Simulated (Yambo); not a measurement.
Yambo run on CsNbP₂O₈ (space group C2/m, No. 12). The wavefunctions are PBEsol (pw.x of Quantum ESPRESSO, ONCV potentials, no spin-orbit coupling) ones on a 2×2×1 mesh (40 occupied bands); a = b = 5.1013 Å, c = 8.7736 Å, α = β = 92.92°, γ = 62.09°.

Yambo input:

```
rim_cut
gw0
dyson
el_el_corr
HF_and_locXC
ppa
em1d
RandQpts= 1000000
RandGvec= 1 Ry
EXXRLvcs= 84 Ry
VXCRLvcs= 336 Ry
Chimod= "HARTREE"
% BndsRnXp
 2 | 295 |
%
NGsBlkXp= 7 Ry
% LongDrXp
 1.0 | 1.0 | 1.0 |
%
PPAPntXp= 27.2114 eV
% GbndRnge
 1 | 295 |
%
GTermKind= "none"
DysSolver= "n"
ExtendOut
% QPkrange
 1 | 1 | 41 | 41 |
 3 | 3 | 40 | 41 |
%
```

k points by index: 1 = Γ, 3 = (-0.5, -0.5, 0).

Table of the .qp output:

```
#    K-point    Band    Eo [eV]    E [eV]    E-Eo [eV]    Vxc [eV]    Vnlxc [eV]    Sc|Eo [eV]    Sc|E [eV]    dSc/dw|Eo [eV]    Re(Z)    Im(Z)
#
    1    41    2.654597    4.274066    1.619469    -16.80107    -10.79368    -4.011462    -4.387922    -6.325038    0.811396    -0.001247
    3    40    0.000000    -0.758486    -0.758486    -19.77006    -25.30840    4.574318    4.779859    -7.372591    0.786818    -0.001373
    3    41    2.748360    4.384187    1.635827    -16.97351    -10.94203    -4.012467    -4.395656    -6.373718    0.810220    -0.001254
```
(The two width columns are left out.) Convergence of these settings isn't established.

Geometry of the Materials Project entry, not relaxed at this level.
